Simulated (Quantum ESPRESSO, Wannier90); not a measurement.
## Tight-binding from DFT: Zn2SeS (P-4m2)

```
begin unit_cell_cart
ang
    3.9092900000    0.0000000000    0.0000000000
    0.0000000000    3.9092900000    0.0000000000
    0.0000000000    0.0000000000    5.5221200000
end unit_cell_cart
begin atoms_frac
Zn   0.5000000000  0.0000000000 -0.2369400000
Zn   0.0000000000  0.5000000000  0.2369400000
Se   0.0000000000  0.0000000000  0.5000000000
S    0.5000000000  0.5000000000  0.0000000000
end atoms_frac
```

Structure: Materials Project mp-1215430, symmetrised, not relaxed again. Not found in the COD (Crystallography Open Database) copy used; not checked further. Method: PBEsol plane waves in Quantum ESPRESSO 7.5 (PseudoDojo norm-conserving files, 69 Ry, no spin polarisation, no spin-orbit coupling), Bloch states on a 8×8×6 mesh through Γ, Wannier90 4.0.1. Density: 8×8×6 mesh, cold smearing 0.01 Ry. Spin-orbit coupling, left out, would split the p-like bands by a few tenths of an eV.

Bands 26-31 form an isolated set from -5.52 to 0.00 eV relative to the valence-band maximum (on the path) and are turned into 6 Wannier functions by minimising the spread from the start: atomic waves S 3p, Se 4p.

Centres (Cartesian, Å; one of the equivalent choices) and spreads:

```json
[
 {"n": "1", "x": "0.000", "y": "0.000", "z": "2.761", "spread (Å²)": "3.793", "nearest atom": "Se3"},
 {"n": "2", "x": "0.000", "y": "0.000", "z": "3.039", "spread (Å²)": "3.444", "nearest atom": "Se3"},
 {"n": "3", "x": "0.000", "y": "0.000", "z": "2.483", "spread (Å²)": "3.444", "nearest atom": "Se3"},
 {"n": "4", "x": "1.955", "y": "1.955", "z": "0.000", "spread (Å²)": "3.297", "nearest atom": "S4"},
 {"n": "5", "x": "1.955", "y": "1.955", "z": "0.262", "spread (Å²)": "3.468", "nearest atom": "S4"},
 {"n": "6", "x": "1.955", "y": "1.955", "z": "-0.262", "spread (Å²)": "3.468", "nearest atom": "S4"}
]
```

Ω_I = 20.14 Å², Ω_total = 20.92 Å²; the interpolated bands follow pw.x to 4.6 meV rms on the path. Only this start was tried; a symmetric start can stop on a saddle, and mixtures of these functions could lower the total by at most Ω_total − Ω_I.
